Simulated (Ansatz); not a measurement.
Relax this structure to zero stress and force, keeping its symmetry:

```
Ni O
1.0
     0.00000    2.10818    2.10818
     2.10818    0.00000    2.10818
     2.10818    2.10818    0.00000
Ni O
1 1
Direct
  0.00000 0.00000 0.00000
  0.50000 0.50000 0.50000
```

Method: DFT PBE+D3(BJ), scalar-relativistic, plane waves, PAW (Ansatz 0.2.0).

Settings: cutoff 420 eV, Γ-centred mesh 18×18×18 on the computed 2-atom cell, Gaussian smearing of 0.10 eV; collinear spin from starting moments 1.6 0.32 μB.

Q: What does it relax to?

A: The volume decreases by 0.19 Å³/atom to 9.18 Å³/atom, and the energy falls by 2.3 meV/atom. The cell ends with a moment of 1.75 μB (only this magnetic start was tried). Final structure:
```cif
data_structure
_symmetry_space_group_name_H-M 'Fm-3m'
_symmetry_Int_Tables_number 225
_cell_length_a 4.1877
_cell_length_b 4.1877
_cell_length_c 4.1877
_cell_angle_alpha 90.000
_cell_angle_beta 90.000
_cell_angle_gamma 90.000
_cell_volume 73.44
loop_
_atom_site_label
_atom_site_type_symbol
_atom_site_symmetry_multiplicity
_atom_site_Wyckoff_symbol
_atom_site_fract_x
_atom_site_fract_y
_atom_site_fract_z
_atom_site_occupancy
Ni1 Ni 4 a 0.00000 0.00000 0.00000 1
O1 O 4 b 0.50000 0.00000 0.00000 1
```

Course of the relaxation (steps run on the plane waves of an earlier cell, and the basis is chosen afresh near the end, so energy and pressure can step there; trial steps that raised the energy were taken back; energies are free energies):

| step | E − E_final (meV/atom) | P (GPa) | V (Å³/atom) |
| --- | --- | --- | --- |
| 1 | 2.3 | -3.84 | 9.37 |
| 2 | 0.2 | -1.92 | 9.27 |
| 3 | -0.8 | 0.09 | 9.18 |
| 4 | -0.8 | 0.00 | 9.18 |
| 5 | 0.0 | -0.11 | 9.18 |
| 6 | 0.0 | 0.00 | 9.18 |
| 7 | 0.0 | 0.00 | 9.18 |

The cell holds one magnetic atom, so it can only be ferromagnetic; an antiferromagnetic order may lie lower. An atom lies near a switch of its D3 coefficient C6 between reference coordination numbers, so the dispersion energy changes steeply there and can make or shift the minimum.

Cost: 1 run of about 1.4 core-minutes, on Arm Neoverse V1 (shared hosts).